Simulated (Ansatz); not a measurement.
Consider the following.

BaTiO3:
```cif
data_BaO3Ti
_chemical_formula_sum 'Ba1 Ti1 O3'
_space_group_name_H-M_alt 'P 1'
_space_group_IT_number 1
_cell_length_a 3.95502
_cell_length_b 3.95502
_cell_length_c 3.92410
_cell_angle_alpha 90.000
_cell_angle_beta 90.000
_cell_angle_gamma 90.103
loop_
_space_group_symop_operation_xyz
  'x, y, z'
loop_
_atom_site_label
_atom_site_type_symbol
_atom_site_fract_x
_atom_site_fract_y
_atom_site_fract_z
_atom_site_occupancy
Ba1 Ba 0.99831 0.00169 0.00000 1
Ti1 Ti 0.48830 0.51170 0.50000 1
O1 O 0.50894 0.98550 0.50000 1
O2 O 0.01450 0.49106 0.50000 1
O3 O 0.51006 0.48994 0.00000 1
```

This is the LDA-relaxed structure.

Question: All from the program Ansatz at the LDA level (PAW), unless another level is named. Give the smallest direct gap on the standard path.

Answer: 2.21 eV.

Question: Predict the band gap.

Answer: 2.03 eV (indirect).

Question: What about the conduction-band minimum?

Answer: at Γ.

Space group Amm2. This is a known low-temperature phase of the composition, computed here at zero pressure and temperature. Symmetry was held in the LDA relaxation. At this level the phase is dynamically unstable (imaginary phonons). The run is not spin-polarised. Spin–orbit coupling is left out wherever it is not named.

Potentials: the earlier of the program's two PAW sets.
